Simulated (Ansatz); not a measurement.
Crystals of one structure type (rock salt) and one family of elements, relaxed and computed with plane-wave PAW LDA (Ansatz code).

```
crystal  V (Å³/atom)  B₀ by P(V) fit (GPa)
-------  -----------  --------------------
CaO            13.04                   129
SrO            16.24                     ?
BaO            20.06                  85.8
CaS            21.53                  67.6
CaSe           24.27                  57.3
MgTe           24.97                  53.0
BaS            30.83                  50.8
```

Q: Fit a straight line to ln B₀ against ln V and predict the withheld value.

A: Least squares on the 6 shown rows: ln B₀ = -1.19 × ln V + (7.909), with a scatter of 8 %. For SrO this gives 98.7. The run itself gave 104, within the scatter.

Standing as an ambient phase not checked: MgTe, rock salt. All cells were relaxed under the symmetry of their starts (and spin orders); stability against distortions was not tested throughout. Scalar-relativistic: spin–orbit coupling is off unless named, which matters more the heavier the elements.

Potentials: the later of the program's two PAW sets.
